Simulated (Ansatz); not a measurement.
Data:

ZnCdS2:
```
CELL_PARAMETERS angstrom
      3.88569     0.00000     0.00000
     -1.94285     3.36511     0.00000
      0.00000     0.00000     6.45693
ATOMIC_POSITIONS crystal
  Zn 0.00000 0.00000 0.99911
  Cd 0.33333 0.66667 0.50768
  S  0.33333 0.66667 0.89173
  S  0.00000 0.00000 0.35347
```

This is the LDA-relaxed structure. Cartesian axes are those of the cell as given.

Problem. All from the program Ansatz at the LDA level (PAW), unless another level is named. Predict the formation energy from the elements (no fitted shifts).

Solution. -0.70 eV/atom.

Problem. Predict the hole effective mass, band 2 of 2 at the edge.

Solution. 0.15 along x, 1.7 along z (mₑ).

Problem. And the electron effective mass?

Solution. 0.13, 0.14, 0.14 mₑ (principal values).

Problem. Predict the valence-band maximum.

Solution. at Γ.

Problem. Next, the weight of the conduction-edge state by species (Voronoi cells)?

Solution. S 41 %, Zn 31 %, Cd 28 %.

Space group P3m1. The first step of the workflow began from a Materials Project structure, measured or hypothetical; the Crystallography Open Database copy checked does not list it. Its standing as an ambient phase is unchecked. The LDA relaxation kept the symmetry of its start; phonons on a q-mesh show no instability. The references are the lowest solids computed at this level, not always the standard phases. Scalar-relativistic: spin–orbit coupling is off unless named, which matters more the heavier the elements.

Potentials: the later of the program's two PAW sets.

Edges and masses are those of Kohn–Sham bands, whose gap is no quasiparticle gap.
